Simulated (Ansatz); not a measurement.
Task: Name crystals whose computed values (the program Ansatz at the PBEsol level (PAW)) fall in these windows: highest Γ mode, no LO–TO term (cm⁻¹) 570 to 690; B₀ by P(V) fit (GPa) 270 to 340; Θ_D (K) 400 to 530.

Result: 

```tsv
crystal	highest Γ mode, no LO–TO term (cm⁻¹)	B₀ by P(V) fit (GPa)	Θ_D (K)
Ta2N, P-31m (Ta on 6k, N on 2d, N on 1a)	633	303	445
TaO2, rutile	688	272	485
Ta2C, P-3m1 (Ta on 2d, C on 1a)	666	272	431
```
Others may fit too.

Standing as an ambient phase not checked: Ta2N, P-31m (Ta on 6k, N on 2d, N on 1a); TaO2, rutile; Ta2C, P-3m1 (Ta on 2d, C on 1a). All cells were relaxed under the symmetry of their starts (and spin orders); stability against distortions was not tested throughout. Rows with no word on spin ran without spin polarisation. Spin–orbit coupling is left out wherever it is not named.

Potentials: the later of the program's two PAW sets.
